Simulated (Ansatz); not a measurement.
# What DFT gives for SiB$_{2}$H$_{5}$

```
H B Si
1.0
     0.00000    4.93510    0.00000
     4.93510    0.00000    0.00000
     2.46755    2.46755   -4.53643
H B Si
10 4 2
Direct
  0.80410 0.30410 0.72240
  0.30410 0.47350 0.72240
  0.47350 0.97350 0.72240
  0.97350 0.80410 0.72240
  0.69590 0.52650 0.27760
  0.19590 0.69590 0.27760
  0.02650 0.19590 0.27760
  0.52650 0.02650 0.27760
  0.00000 0.00000 0.00000
  0.50000 0.50000 0.00000
  0.87500 0.37500 0.00000
  0.37500 0.12500 0.00000
  0.12500 0.62500 0.00000
  0.62500 0.87500 0.00000
  0.25000 0.25000 0.50000
  0.75000 0.75000 0.50000
```

The numbers come from plane-wave PAW DFT (Ansatz): r2SCAN, no spin polarisation, 500 eV, 7×7×7 Γ-centred k points, fermi-dirac occupations (width 0.1 eV). Nothing was relaxed.

Stress: The pressure is -13.8 GPa (compression positive), so with the atoms held at these fractions the cell would first shrink. The principal stresses -16.2, -16.2, -8.9 GPa differ, so its shape would change too.
Electronic structure: It is a metal, with about 3.1 states/eV a cell as the mean within 0.25 eV of the Fermi level, mostly B p (35 %), H s (21 %) and Si p (19 %).
Formation energy: 1.36 eV an atom against the elements' usual phases (free molecules for gases, crystals otherwise, with no correction for O₂ or N₂), so at this geometry it isn't bound against them. Relaxing would lower it.
Forces: The largest is on H2 (and as large on other atoms): 0.56 eV/Å, components (-0.35, 0.35, -0.25). It makes 104° with the line to a nearest neighbour, B13 at 1.92 Å.
Charges: Bader charges in e: Si +0.72, B +0.17, H -0.21. In the mean Si gives up most and H takes most.

Origin: a known structure type with other elements, at an estimated volume, so it need not be a known compound.
